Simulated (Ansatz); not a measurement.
Computed with DFT PBE, scalar-relativistic, plane waves, PAW (Ansatz 0.2.0). All cells share a 420 eV cutoff and Γ-centred k meshes spaced at most about 0.3 Å⁻¹ (about 0.25 or finer for metals, 2π included). Collinear spin in cells that started with moments and kept them past the coarse steps, no spin elsewhere.

Temperature and zero-point effects are left out. All come from trial cells, and lower structures may exist.

Problem. These unrelaxed guesses for NbSnTe4 are each relaxed within their symmetry. Order them by the energy at which they end, lowest first.
A.

```
Nb Sn Te
1.0
     4.34947    0.00000    0.00000
    -2.17474    3.76675    0.00000
     0.00000    0.00000    9.18944
Nb Sn Te
1 1 4
Direct
  0.00000 0.00000 0.50000
  0.00000 0.00000 0.00000
  0.33333 0.66667 0.74380
  0.33333 0.66667 0.25620
  0.66667 0.33333 0.74380
  0.66667 0.33333 0.25620
```

B.

```
Nb Sn Te
1.0
     4.40925    0.00000    0.00000
     0.00000    4.40925    0.00000
     0.00000    0.00000    7.59995
Nb Sn Te
1 1 4
Direct
  0.00000 0.00000 0.00000
  0.50000 0.50000 0.50000
  0.50000 0.00000 0.00000
  0.00000 0.50000 0.00000
  0.00000 0.00000 0.27700
  0.00000 0.00000 0.72300
```

C.

```
Nb Sn Te
1.0
     6.58463    0.00000    0.00000
    -3.29232    5.70246    0.00000
     0.00000    0.00000    5.02842
Nb Sn Te
1 1 4
Direct
  0.00000 0.00000 0.00000
  0.66667 0.33333 0.00000
  0.33333 0.66667 0.00000
  0.66264 0.83132 0.50000
  0.16868 0.83132 0.50000
  0.16868 0.33736 0.50000
```

D.

```
Nb Sn Te
1.0
     3.71020    0.00000    0.00000
     0.00000    3.71020    0.00000
     0.00000    0.00000   14.23291
Nb Sn Te
1 1 4
Direct
  0.50000 0.50000 0.50000
  0.00000 0.00000 0.00000
  0.50000 0.50000 0.18097
  0.00000 0.00000 0.65245
  0.00000 0.00000 0.34755
  0.50000 0.50000 0.81903
```

Solution. D (ends in P4/mmm, 0 meV/atom), B (ends in P4/mmm, 0.41 eV/atom), A (ends in P6/mmm, 0.55 eV/atom), C (ends in P-6m2, 0.59 eV/atom).

Weakly bound directions are ill-defined at this level, which has no dispersion term (P4/mmm at 29.7 Å³/atom), and this can change margins and order among such cells. These runs have no spin–orbit coupling, which can matter for Te. A magnetic state wasn't ruled out in cells without spin, among them P6/mmm. Cells relaxed within their symmetry can be saddle points. Some structure types and database cells were kept out of the candidates from the start, so a known form may be missing.
